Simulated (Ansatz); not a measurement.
Sr$_{2}$CdPt$_{2}$:
```
Sr2CdPt2
1.0
   -2.27129     2.98756     4.58617
    2.27129    -2.98756     4.58617
    2.27129     2.98756    -4.58617
Pt Cd Sr
2 1 2
Direct
  0.72727   0.50000   0.22727
  0.27273   0.50000   0.77273
  0.00000   0.00000   0.00000
  0.70039   0.20039   0.50000
  0.29961   0.79961   0.50000
```

Relaxed with r²SCAN. Special points in fractions of this cell's reciprocal vectors: Γ (0.000, 0.000, 0.000); X (0.500, 0.500, -0.500); F2 (0.311, 0.689, -0.311); Σ0 (-0.311, 0.311, 0.311); Y0 (0.356, -0.356, 0.356); U0 (0.644, 0.356, -0.356); R (0.000, 0.500, 0.000); W (0.250, 0.250, 0.250); S (0.500, 0.000, 0.000); T (0.000, 0.000, 0.500).

Question: List the band energies nearest the Fermi level at these points for plane-wave PAW r²SCAN (Ansatz code).

Answer: In eV from the Fermi level; about four levels below and three above (degenerate sets whole), none deeper than 8.9 eV; points with the same levels are listed once.

```json
[
 {"k": "Γ", "below": "-2.62 -2.62 -1.74 -1.45 -0.15", "above": "0.50 0.69 0.97"},
 {"k": "X", "below": "-2.62 -1.72 -1.68 -1.46", "above": "1.18 1.80 2.78"},
 {"k": "F2", "below": "-1.72 -1.71 -0.46 -0.17", "above": "0.80 1.62 1.77"},
 {"k": "Y0", "below": "-2.73 -2.15 -2.07 -1.33", "above": "1.41 2.19 2.33"},
 {"k": "R", "below": "-2.61 -2.02 -1.99 -1.74", "above": "0.34 0.42 0.93"},
 {"k": "W", "below": "-2.43 -2.39 -1.10 -0.77", "above": "1.43 1.52 1.91"},
 {"k": "S", "below": "-2.76 -2.75 -2.65 -2.41", "above": "0.12 0.62 1.89"},
 {"k": "T", "below": "-2.39 -2.36 -0.77 -0.51", "above": "0.95 1.08 2.35"}
]
```

Space group Immm. The workflow started from an entry of the Crystallography Open Database (COD, 293 K). Its standing as an ambient phase is unchecked. Symmetry was held in the r²SCAN relaxation; its stability against distortions is not shown here. The run is not spin-polarised. Spin–orbit coupling is left out wherever it is not named.

Potentials: the later of the program's two PAW sets.
